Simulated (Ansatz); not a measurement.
The calculation used Ansatz, DFT PBE, scalar-relativistic, plane waves, PAW. All cells share a 420 eV cutoff and Γ-centred k meshes spaced at most about 0.3 Å⁻¹ (about 0.25 or finer for metals, 2π included). Collinear spin in cells that started with moments and kept them past the coarse steps, no spin elsewhere.

Temperature and zero-point effects are left out. All come from trial cells, and lower structures may exist.

Question: These unrelaxed guesses for TiGePd3 are each relaxed within their symmetry. Order them by the energy at which they end, lowest first.
A.

```cif
data_structure
_symmetry_space_group_name_H-M 'Pm-3m'
_symmetry_Int_Tables_number 221
_cell_length_a 4.1847
_cell_length_b 4.1847
_cell_length_c 4.1847
_cell_angle_alpha 90.000
_cell_angle_beta 90.000
_cell_angle_gamma 90.000
_cell_volume 73.28
loop_
_atom_site_label
_atom_site_type_symbol
_atom_site_symmetry_multiplicity
_atom_site_Wyckoff_symbol
_atom_site_fract_x
_atom_site_fract_y
_atom_site_fract_z
_atom_site_occupancy
Ti1 Ti 1 a 0.00000 0.00000 0.00000 1
Ge1 Ge 1 b 0.50000 0.50000 0.50000 1
Pd1 Pd 3 c 0.00000 0.50000 0.50000 1
```

B.

```cif
data_structure
_symmetry_space_group_name_H-M 'Pm-3m'
_symmetry_Int_Tables_number 221
_cell_length_a 4.4002
_cell_length_b 4.4002
_cell_length_c 4.4002
_cell_angle_alpha 90.000
_cell_angle_beta 90.000
_cell_angle_gamma 90.000
_cell_volume 85.20
loop_
_atom_site_label
_atom_site_type_symbol
_atom_site_symmetry_multiplicity
_atom_site_Wyckoff_symbol
_atom_site_fract_x
_atom_site_fract_y
_atom_site_fract_z
_atom_site_occupancy
Ti1 Ti 1 a 0.00000 0.00000 0.00000 1
Ge1 Ge 1 b 0.50000 0.50000 0.50000 1
Pd1 Pd 3 d 0.50000 0.00000 0.00000 1
```

C.

```cif
data_structure
_symmetry_space_group_name_H-M 'P4/mmm'
_symmetry_Int_Tables_number 123
_cell_length_a 4.0014
_cell_length_b 4.0014
_cell_length_c 5.1393
_cell_angle_alpha 90.000
_cell_angle_beta 90.000
_cell_angle_gamma 90.000
_cell_volume 82.29
loop_
_atom_site_label
_atom_site_type_symbol
_atom_site_symmetry_multiplicity
_atom_site_Wyckoff_symbol
_atom_site_fract_x
_atom_site_fract_y
_atom_site_fract_z
_atom_site_occupancy
Ti1 Ti 1 b 0.00000 0.00000 0.50000 1
Ge1 Ge 1 d 0.50000 0.50000 0.50000 1
Pd1 Pd 2 e 0.00000 0.50000 0.50000 1
Pd2 Pd 1 c 0.50000 0.50000 0.00000 1
```

Answer: A (ends in Pm-3m, antiperovskite type, 0 meV/atom), C (ends in P4/mmm, 231 meV/atom), B (ends in Pm-3m, antiperovskite type, 292 meV/atom). Even the lowest end lies +0.20 eV/atom against the elements.

Another magnetic order may lie lower. Cells relaxed within their symmetry can be saddle points. Some structure types and database cells were kept out of the candidates from the start, so a known form may be missing.
